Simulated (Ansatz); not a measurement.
Total density of states per atom from r²SCAN in the plane-wave PAW code Ansatz, in 0.25 eV bins, energy from the valence-band maximum:

| E (eV) | states/eV/atom |
|---|---|
| -7.85 | 0.00 |
| -7.60 | 0.00 |
| -7.35 | 6.32 |
| -7.10 | 5.83 |
| -6.85 | 0.94 |
| -6.60 | 0.25 |
| -6.35 | 0.00 |
| -6.10 | 0.09 |
| -5.85 | 0.36 |
| -5.60 | 0.31 |
| -5.35 | 0.32 |
| -5.10 | 0.39 |
| -4.85 | 0.38 |
| -4.60 | 0.34 |
| -4.35 | 0.53 |
| -4.10 | 0.55 |
| -3.85 | 0.47 |
| -3.60 | 0.52 |
| -3.35 | 0.65 |
| -3.10 | 0.58 |
| -2.85 | 0.58 |
| -2.60 | 0.46 |
| -2.35 | 0.45 |
| -2.10 | 0.46 |
| -1.85 | 0.49 |
| -1.60 | 0.72 |
| -1.35 | 0.76 |
| -1.10 | 0.53 |
| -0.85 | 0.32 |
| -0.60 | 0.21 |
| -0.35 | 0.17 |
| -0.10 | 0.03 |
| 0.15 | 0.00 |
| 0.40 | 0.00 |
| 0.65 | 0.00 |
| 0.90 | 0.09 |
| 1.15 | 0.22 |
| 1.40 | 0.29 |
| 1.65 | 0.38 |
| 1.90 | 0.41 |
| 2.15 | 0.49 |
| 2.40 | 0.57 |
| 2.65 | 0.48 |
| 2.90 | 0.59 |
| 3.15 | 0.59 |
| 3.40 | 0.60 |
| 3.65 | 0.63 |
| 3.90 | 0.51 |
| 4.15 | 0.55 |
| 4.40 | 0.50 |
| 4.65 | 0.43 |
| 4.90 | 0.52 |
| 5.15 | 0.53 |
| 5.40 | 0.54 |

Task: Pick the material that matches.
A. ZnAs2, P2_1/c (Pearson symbol mP24)
B. ZnPt3, Cu3Au type
C. Zn3Ir, I4/mmm (Zn on 4d, Zn on 2b, Ir on 2a)
D. GaO16Zn15, P3m1 (Pearson symbol hP32)

Result: A, ZnAs2, P2_1/c (Pearson symbol mP24). Top 1 eV of the valence band: As 4p 87 %, outside the projected shells 6 %. Bottom 1 eV of the conduction band: As 4p 68 %, As 4s 15 %, outside the projected shells 11 %. Projections are on Löwdin-orthogonalised atomic valence shells; empty p or d shells of many metals are not among them.

The workflow started from a Materials Project entry (that database holds measured and hypothetical structures alike); the Crystallography Open Database files this formula in space group No. 14, but the cells were not matched. Whether it is the stable phase at ambient conditions was not checked. The cell was relaxed with r²SCAN under the symmetry of its start; whether a distortion lowers the energy is not shown. Scalar-relativistic: spin–orbit coupling is off unless named, which matters more the heavier the elements.

Potentials: the later of the program's two PAW sets.
